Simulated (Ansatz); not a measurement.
The following input was run with Ansatz 0.2.0.

```yaml
crystal:
  lattice:
    - [-1.9246858581, 1.9246858581, 6.6844175122]
    - [1.9246858581, -1.9246858581, 6.6844175122]
    - [1.9246858581, 1.9246858581, -6.6844175122]
  atoms:
    - { symbol: Rb, position: [0.0, 0.0, 0.0] }
    - { symbol: P, position: [0.3436247551, 0.3436247551, 0.0] }
    - { symbol: P, position: [0.6563752449, 0.6563752449, 0.0] }
    - { symbol: Rh, position: [0.75, 0.25, 0.5] }
    - { symbol: Rh, position: [0.25, 0.75, 0.5] }
basis:
  ecutwfc: 500
kpoints:
  mp_grid: { grid: [12, 12, 12] }
hamiltonian:
  xc: r2scan
scf:
  occupations: { method: gaussian, width: 0.1 }
output:
  forces: true
  stress: true
  eigenvalues: true
relax:
  adjacent_minimum: "off"
  f_tol: 0.01
  max_steps: 30
  cell: { stress_tol: 0.1, fix: [volume] }
```

Launched with
```bash
ansatz run input.yaml --threads 1 --pin off --max-ram 2560MiB --backend cpu --events-out ev --progress --plain --runs-dir out
```

These are results of DFT r2SCAN, scalar-relativistic, plane waves, PAW (Ansatz), not measurements.

Abridged output:

```
Pseudopotentials: kind: paw
Pseudopotential: Rb, paw, valence charge 9, recommended cutoff 500 eV (meta_gga)
Pseudopotential: P, paw, valence charge 5, recommended cutoff 500 eV (meta_gga)
Pseudopotential: Rh, paw, valence charge 17, recommended cutoff 500 eV (meta_gga)
Functional definition: r2SCAN
Crystal: 5 atoms, lattice volume = 99.047 Å³
Basis set: ecut = 500 eV, 2509 PW (Γ), FFT grids on a1+a3, a2+a3, a3, exchange–correlation on 120×120×216 points (64 copies of the dense FFT grid, shifted against one another)
Bands: 32, of which v1, the nominal top of the filled ones, is band 27 counted from 1 (26 counted from 0)
Symmetry: 16 space group operations
Space group: I4/mmm (ITA 139), of the structure as read, at distance tolerance 4.6e-5 Å
k-points: 163 of 1728
Initial density: superposition of atomic densities (neutral atoms: chi_scale 0, normalization atom), corrected by the library's trained network
Initial wavefunctions: pseudopotential atomic-orbital guess
Functional: x = r2scan, c = r2scan; τ floored in thin density (d = 2e-4 eV/Å³)
SCF iter   1: F=—  HF=-17631.011272 eV  |F-HF|=—  |Δ(HF+E_count)|=         —  Δρ=6.29e-3  dr2=2.08e-2  dr2_τ=5.60e-2  ethr=1.77e-3  ⟨swp⟩=7.4  Hψ=24187  notcnv=0
SCF iter   2: F=—  HF=-17631.051697 eV  |F-HF|=—  |Δ(HF+E_count)|=   4.04e-2  Δρ=1.79e-3  dr2=4.74e-3  dr2_τ=2.97e-4  ethr=3.93e-5  ⟨swp⟩=3.1  Hψ=12918  notcnv=0  defer=146
SCF iter   3: F=—  HF=-17631.050481 eV  |F-HF|=—  |Δ(HF+E_count)|=   1.22e-3  Δρ=6.38e-4  dr2=4.11e-4  dr2_τ=4.70e-5  ethr=8.95e-6  ⟨swp⟩=2.0  Hψ=7851  notcnv=0  defer=146
SCF iter   4: F=—  HF=-17631.050426 eV  |F-HF|=—  |Δ(HF+E_count)|=   5.50e-5  Δρ=2.82e-4  dr2=6.84e-5  dr2_τ=1.03e-5  ethr=7.76e-7  ⟨swp⟩=2.6  Hψ=10210  notcnv=0  defer=146
SCF iter   5: F=—  HF=-17631.050416 eV  |F-HF|=—  |Δ(HF+E_count)|=   9.65e-6  Δρ=7.47e-5  dr2=4.93e-6  dr2_τ=7.81e-8  ethr=1.29e-7  ⟨swp⟩=2.1  Hψ=7316  notcnv=0  defer=146
SCF iter   6: F=—  HF=-17631.050415 eV  |F-HF|=—  |Δ(HF+E_count)|=   7.92e-7  Δρ=1.35e-5  dr2=1.71e-7  dr2_τ=9.11e-9  ethr=9.30e-9  ⟨swp⟩=2.5  Hψ=8840  notcnv=0  defer=146
SCF iter   7: F=-17631.050415 eV  HF=-17631.050415 eV  |F-HF|=1.18e-9  |Δ(HF+E_count)|=   4.73e-9  Δρ=2.03e-6  dr2=3.64e-9  dr2_τ=2.22e-10  ethr=1.89e-10  ⟨swp⟩=10.4  Hψ=25493  notcnv=0
SCF 1 converged in 7 iterations: F = -17631.050415 eV  dr2 = 3.64e-9
relax step   1: F+E_penalty+E_count = -17631.05041534 eV  Δ(F+E_penalty+E_count) = +0.000e0 eV  max|allowed force component| = 5.249e-1 eV/Å  Δτ_max = 0.0000 Å  P = +5.842 GPa  Ω = 99.047 Å³  fix = [volume]  reactions: volume +5.842 GPa (7 SCF iters, dr2 threshold 1.00e-7 eV, accepted)
Basis set: ecut = 500 eV, 2485 PW (Γ), FFT grids on a1+a3, a2+a3, a3, exchange–correlation on 120×120×216 points (64 copies of the dense FFT grid, shifted against one another)
Initial density: handed on by an earlier stage of this run
Initial wavefunctions: those handed on with the density
SCF iter   1: F=—  HF=-17631.059836 eV  |F-HF|=—  |Δ(HF+E_count)|=         —  Δρ=1.40e-3  dr2=1.63e-3  dr2_τ=1.16e-2  ethr=2.80e-6  ⟨swp⟩=2.3  Hψ=30639  notcnv=0
SCF iter   2: F=—  HF=-17631.069731 eV  |F-HF|=—  |Δ(HF+E_count)|=   9.90e-3  Δρ=6.24e-4  dr2=3.78e-4  dr2_τ=3.21e-5  ethr=2.80e-6  ⟨swp⟩=2.2  Hψ=10179  notcnv=0
SCF iter   3: F=—  HF=-17631.069686 eV  |F-HF|=—  |Δ(HF+E_count)|=   4.49e-5  Δρ=2.34e-4  dr2=4.12e-5  dr2_τ=5.42e-6  ethr=7.12e-7  ⟨swp⟩=2.0  Hψ=7774  notcnv=0
SCF iter   4: F=—  HF=-17631.069684 eV  |F-HF|=—  |Δ(HF+E_count)|=   2.32e-6  Δρ=8.05e-5  dr2=5.98e-6  dr2_τ=7.50e-7  ethr=7.78e-8  ⟨swp⟩=2.8  Hψ=10844  notcnv=0
SCF iter   5: F=—  HF=-17631.069684 eV  |F-HF|=—  |Δ(HF+E_count)|=   4.24e-7  Δρ=2.28e-5  dr2=5.84e-7  dr2_τ=1.28e-8  ethr=1.13e-8  ⟨swp⟩=2.0  Hψ=7007  notcnv=0
SCF iter   6: F=-17631.069684 eV  HF=-17631.069684 eV  |F-HF|=1.85e-8  |Δ(HF+E_count)|=   6.60e-8  Δρ=4.97e-6  dr2=2.70e-8  dr2_τ=3.18e-10  ethr=9.43e-10  ⟨swp⟩=7.2  Hψ=22807  notcnv=0
SCF 2 converged in 6 iterations: F = -17631.069684 eV  dr2 = 2.70e-8
relax step   2: F+E_penalty+E_count = -17631.06968357 eV  Δ(F+E_penalty+E_count) = -1.927e-2 eV  max|allowed force component| = 5.033e-2 eV/Å  Δτ_max = 0.0268 Å  P = +4.045 GPa  Ω = 99.047 Å³  energy of the carried Pulay correction = +5.671e-18 eV  fix = [volume]  reactions: volume +4.045 GPa (6 SCF iters, dr2 threshold 5.00e-7 eV, accepted)
Basis set: ecut = 500 eV, 2493 PW (Γ), FFT grids on a1+a3, a2+a3, a3, exchange–correlation on 120×120×216 points (64 copies of the dense FFT grid, shifted against one another)
SCF iter   1: F=—  HF=-17631.069610 eV  |F-HF|=—  |Δ(HF+E_count)|=         —  Δρ=1.81e-4  dr2=3.16e-5  dr2_τ=4.03e-4  ethr=8.47e-8  ⟨swp⟩=3.8  Hψ=28761  notcnv=0
SCF iter   2: F=—  HF=-17631.069969 eV  |F-HF|=—  |Δ(HF+E_count)|=   3.59e-4  Δρ=9.25e-5  dr2=8.39e-6  dr2_τ=5.08e-7  ethr=5.96e-8  ⟨swp⟩=2.5  Hψ=9703  notcnv=0
SCF iter   3: F=—  HF=-17631.069968 eV  |F-HF|=—  |Δ(HF+E_count)|=   1.04e-6  Δρ=3.59e-5  dr2=7.09e-7  dr2_τ=8.75e-8  ethr=1.58e-8  ⟨swp⟩=2.0  Hψ=7812  notcnv=0
SCF iter   4: F=—  HF=-17631.069968 eV  |F-HF|=—  |Δ(HF+E_count)|=   1.42e-7  Δρ=1.68e-5  dr2=2.85e-7  dr2_τ=3.05e-8  ethr=2.99e-10  ⟨swp⟩=8.8  Hψ=26179  notcnv=0
SCF iter   5: F=-17631.069968 eV  HF=-17631.069968 eV  |F-HF|=7.82e-10  |Δ(HF+E_count)|=   4.52e-8  Δρ=2.08e-6  dr2=2.04e-9  dr2_τ=3.42e-10  ethr=2.99e-10  ⟨swp⟩=5.0  Hψ=18673  notcnv=0
SCF 3 converged in 5 iterations: F = -17631.069968 eV  dr2 = 2.04e-9
relax step   3: F+E_penalty+E_count = -17631.06996844 eV  Δ(F+E_penalty+E_count) = -2.849e-4 eV  max|allowed force component| = 3.756e-3 eV/Å  Δτ_max = 0.0030 Å  P = +3.825 GPa  Ω = 99.047 Å³  energy of the carried Pulay correction = +5.671e-18 eV  fix = [volume]  reactions: volume +3.825 GPa (5 SCF iters, dr2 threshold 1.58e-7 eV, accepted)
Initial wavefunctions: pseudopotential atomic-orbital guess (no wavefunctions were taken with the density)
SCF iter   1: F=—  HF=-17631.069729 eV  |F-HF|=—  |Δ(HF+E_count)|=         —  Δρ=1.83e-4  dr2=6.12e-7  dr2_τ=2.99e-7  ethr=1.28e-7  ⟨swp⟩=5.5  Hψ=43964  notcnv=0
SCF iter   2: F=—  HF=-17631.069987 eV  |F-HF|=—  |Δ(HF+E_count)|=   2.58e-4  Δρ=5.70e-6  dr2=1.12e-8  dr2_τ=1.35e-9  ethr=1.15e-9  ⟨swp⟩=2.9  Hψ=9468  notcnv=0
SCF iter   3: F=—  HF=-17631.069987 eV  |F-HF|=—  |Δ(HF+E_count)|=   2.60e-9  Δρ=2.19e-6  dr2=3.28e-9  dr2_τ=3.78e-10  ethr=2.11e-11  ⟨swp⟩=2.6  Hψ=9756  notcnv=0
SCF iter   4: F=—  HF=-17631.069987 eV  |F-HF|=—  |Δ(HF+E_count)|=  5.64e-10  Δρ=6.20e-7  dr2=3.44e-10  dr2_τ=6.39e-11  ethr=6.19e-12  ⟨swp⟩=3.0  Hψ=10186  notcnv=0
SCF iter   5: F=-17631.069987 eV  HF=-17631.069987 eV  |F-HF|=3.64e-12  |Δ(HF+E_count)|=  6.55e-11  Δρ=7.34e-8  dr2=6.85e-12  dr2_τ=1.22e-12  ethr=1.00e-12  ⟨swp⟩=8.0  Hψ=23108  notcnv=0
SCF 4 converged in 5 iterations: F = -17631.069987 eV  dr2 = 6.85e-12
SCF converged after 5 iterations
Free energy (F): -17631.069987 eV
Harris-Foulkes:  -17631.069987 eV  (|F-HF|=3.64e-12)
Internal energy: -17631.063405 eV  (E = F + TS)
E sigma→0 (E₀):  -17631.066696 eV
Entropy (-TS):   -0.006581 eV (-1.316 meV/atom)
Fermi energy:    11.851197 eV
--- Per-component energies (eV) ---
  E_band       = -570.255615
  E_kinetic    = 1490.794309
  E_local      = -7450.536506  (includes V_loc(G=0)·N_el)
  E_nonlocal   = 947.870089
  E_hartree    = 2952.366607
  E_xc         = -679.424523
  E_vxc        = -916.444451  (∫ρ·V_xc dr)
  E_paw        = -10995.628112  (= ΣΔE_a)
  E_vpaw       = -604.005803  (= ΣTr[D̂ρ^β])
  E_aug_tail   = 0.001325  (compensation charges beyond the density's cutoff)
  E_vtau       = 57.332422  (kinetic-family band-sum trace: ∫τ·v_τ [+ j·A + Jᵃ·Aᵃ] dr)
  E_ewald      = -3895.438063
  E_core_change = -1.068531  (= ΣΔE_core)
  E_smearing   = -0.006581  (= −TS)
--- Forces (eV/Å), atoms counted from 1 ---
  atom   1  Rb     0.00000000     0.00000000     0.00000000
  atom   2  P      0.00000000     0.00000000     0.00373920
  atom   3  P      0.00000000     0.00000000    -0.00373920
  atom   4  Rh     0.00000000     0.00000000     0.00000000
  atom   5  Rh     0.00000000     0.00000000     0.00000000
--- Stress (GPa, compression-positive) ---
        3.825846       0.000000       0.000000
        0.000000       3.825846       0.000000
        0.000000       0.000000       3.822731
  P = ⅓ Tr σ = 3.8248 GPa (38.248 kbar)
--- Band table (eV; the first three rows and the last of 163) ---
  k-point 0: bands = ["-69.9868", "-69.9179", "-37.3299", "-37.3299", "-37.0039", "-37.0039", "-36.9713", "-36.8891", "-16.8406", "-1.4473", "-1.0309", "-0.2250", "-0.2250", "0.2549", "5.0975", "5.4995", "5.4995", "5.6676", "5.7924", "7.6535", "7.6535", "9.1485", "9.9562", "10.0081", "11.1240", "11.1240", "11.6640", "13.8492", "14.6882", "14.6882", "14.8679", "15.0717"]
  k-point 1: bands = ["-69.9845", "-69.9202", "-37.3332", "-37.3062", "-37.0296", "-37.0017", "-36.9684", "-36.8917", "-16.8348", "-1.3870", "-0.9779", "-0.2607", "-0.2240", "0.2451", "5.1994", "5.3984", "5.6044", "5.7086", "5.9769", "7.5031", "7.6614", "9.0829", "9.8421", "9.9701", "10.5210", "10.8267", "11.9742", "13.9410", "13.9526", "14.1493", "15.6743", "15.7378"]
  k-point 2: bands = ["-69.9782", "-69.9265", "-37.3422", "-37.2412", "-37.0992", "-36.9955", "-36.9606", "-36.8989", "-16.8189", "-1.2440", "-0.8317", "-0.3567", "-0.1873", "0.2128", "5.0333", "5.7052", "5.8597", "5.9009", "6.3876", "7.0181", "7.6711", "8.9008", "9.4457", "9.7197", "9.9047", "10.2018", "12.1940", "13.1999", "13.6143", "13.8405", "16.3908", "16.8024"]
  k-point 162: bands = ["-69.9868", "-69.9179", "-37.3299", "-37.3299", "-37.0039", "-37.0039", "-36.9713", "-36.8891", "-16.8403", "-1.7958", "-0.3858", "-0.2212", "-0.2212", "0.0141", "5.0051", "5.4552", "5.4552", "5.5746", "5.7928", "7.6766", "7.6766", "9.1030", "10.0096", "11.1143", "11.2453", "11.2453", "11.6640", "11.6756", "14.6135", "14.6135", "15.4350", "16.6900"]
--- Relaxed structure (3 steps of the walk, 3 accepted, 1 SCFs on fresh bases) ---
  F+E_penalty+E_count = -17631.06998659 eV   max|allowed force component| = 3.739e-3 eV/Å   (the final SCF, on the basis selected at the relaxed cell)
  cell:  # Å, volume = 99.0474 Å³
    - [-1.93549838, 1.93549838, 6.60994204]
    - [1.93549838, -1.93549838, 6.60994204]
    - [1.93549838, 1.93549838, -6.60994204]
  atoms:
    - { symbol: Rb, position: [0.0, 0.0, 0.0] }
    - { symbol: P, position: [0.34585212, 0.34585212, 0.0] }
    - { symbol: P, position: [0.65414787, 0.65414787, 0.0] }
    - { symbol: Rh, position: [0.74999999, 0.25000000, 0.49999999] }
    - { symbol: Rh, position: [0.25000000, 0.74999999, 0.49999999] }
```

The relaxation met its thresholds.

The run took 4.6 min on 1 thread of Arm Neoverse V1, on a shared host, peak memory 0.91 GiB.